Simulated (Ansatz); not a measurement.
SrScO2F in space group P4/mmm (No. 123; Sr on 1d, Sc on 1a, O on 2f, F on 1b), PBEsol in the plane-wave PAW code Ansatz. The conduction-band minimum lies at Γ, with 1 equivalent valley. Second derivatives d²E/dk² of the lowest band at one valley (eV·Å²), along Cartesian directions:

```tsv
direction	d²E/dk²
[100]	14.42
[010]	14.42
[001]	20.75
[110]	14.42
[101]	17.58
[011]	17.58
```

Q: Find the principal effective masses, the density-of-states mass and the conductivity mass.

A: Off-diagonal terms follow from H_xy = H[110] − (H_xx + H_yy)/2, and m*/mₑ = 7.620 eV·Å² over each eigenvalue: 0.37, 0.53, 0.53. One valley's DOS mass (m₁m₂m₃)^(1/3) = 0.47, conductivity mass 3/(Σ 1/mᵢ) = 0.46 mₑ.

Q: What effective density of states Nc follows at 300 K for parabolic valleys?

A: Nc = 2.509e19 × 1 × (0.47)^(3/2) ≈ 8.1e18 cm⁻³.

The start of the workflow was typed in or built on a structure type; neither database checked (COD, Materials Project) lists it. Whether it is the stable phase at ambient conditions was not checked. The PBEsol relaxation kept the symmetry of its start. At this level the phase is dynamically unstable (imaginary phonons). The run is not spin-polarised. The volume moved by -17 % from the start of the relaxation. Spin–orbit coupling is left out wherever it is not named.

Potentials: the earlier of the program's two PAW sets. The files were generated under PBE; for other functionals the program regenerates the frozen cores, and for LDA and PBEsol the local potential too.

Edges and masses are those of Kohn–Sham bands, whose gap is no quasiparticle gap.
